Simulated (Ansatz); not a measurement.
Phonons of CsCl-type HfC

Computed with Ansatz (plane waves, PAW, 420 eV cutoff): PBEsol, scalar-relativistic, no spin polarisation, Gaussian smearing of 0.15 eV; PAW files: Ansatz's generated set soft_2.

```cif
data_structure
_symmetry_space_group_name_H-M 'P 1'
_symmetry_Int_Tables_number 1
_cell_length_a 2.8678
_cell_length_b 2.8678
_cell_length_c 2.8678
_cell_angle_alpha 90.000
_cell_angle_beta 90.000
_cell_angle_gamma 90.000
_cell_volume 23.59
loop_
_atom_site_label
_atom_site_type_symbol
_atom_site_fract_x
_atom_site_fract_y
_atom_site_fract_z
_atom_site_occupancy
Hf1 Hf 0.00000 0.00000 0.00000 1
C1 C 0.50000 0.50000 0.50000 1
```

The cell came from substitution into a structure type; no database entry of this phase was matched, which doesn't show that none exists.

Force constants come from finite displacements in a 3×3×3 supercell (the unit cell's 12×12×12 k-mesh, folded to it); the long-range dipole term is not included. Points in reciprocal vectors of this cell: Γ = (0.000, 0.000, 0.000), X = (0.000, 0.500, 0.000), M = (0.500, 0.500, 0.000), R = (0.500, 0.500, 0.500).

Q: Is the structure dynamically stable along this path, and where does the spectrum end?

A: No: a branch is imaginary, down to 322i cm⁻¹ at M. The highest frequency is 509 cm⁻¹, at X. Points that don't fit the supercell are interpolated.

Frequencies at the named points (cm⁻¹, imaginary ones negative):
```tsv
point	ω (cm⁻¹)
Γ	0 0 0 138 138 138
X	-145 -145 148 171 171 509
M	-322 -123 194 194 426 426
R	146 146 146 391 391 391
```

The crystal is a metal or nearly so; low and unstable modes depend on mesh and smearing.

Run time: 3.8 min on 4 threads of Intel(R) Xeon(R) 6975P-C (Granite Rapids), with other jobs on the host, peak memory 5.6 GiB.

For elements this heavy, spin–orbit coupling would shift levels and gaps; it isn't included here.
